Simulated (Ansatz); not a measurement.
Polymorphs of TaP, each relaxed with plane-wave PAW LDA (Ansatz code):

A: I4_1md
a = 3.291 Å, b = 3.291 Å, c = 11.207 Å, α = 90.00°, β = 90.00°, γ = 90.00°

```tsv
atom	site	symmetry	x	y	z
Ta	4a	2mm.	0.0000	0.0000	0.9993
P	4a	2mm.	0.0000	0.0000	0.4167
```

B: P-6m2
a = b = 3.263 Å, c = 3.298 Å, α = β = 90.00°, γ = 120.00°

```json
[
 {"atom": "Ta", "site": "1e", "symmetry": "-6m2", "x": "0.6667", "y": "0.3333", "z": "0.0000"},
 {"atom": "P", "site": "1b", "symmetry": "-6m2", "x": "0.0000", "y": "0.0000", "z": "0.5000"}
]
```

Task: Put the candidates in order of energy per atom at 0 K, lowest first, for LDA.

Result: A (+0 meV/atom), B (+8 meV/atom)

Standing as an ambient phase not checked: A; B. All cells were relaxed under the symmetry of their starts (and spin orders); stability against distortions was not tested throughout. Named crystals with no word on spin ran without spin polarisation. Spin–orbit coupling is left out wherever it is not named.

Energies hold the estimated change up to a 700 eV cutoff; steps of a few meV lie near the error of the meshes.

Potentials: the earlier of the program's two PAW sets. The files were generated under PBE; for other functionals the program regenerates the frozen cores, and for LDA and PBEsol the local potential too.
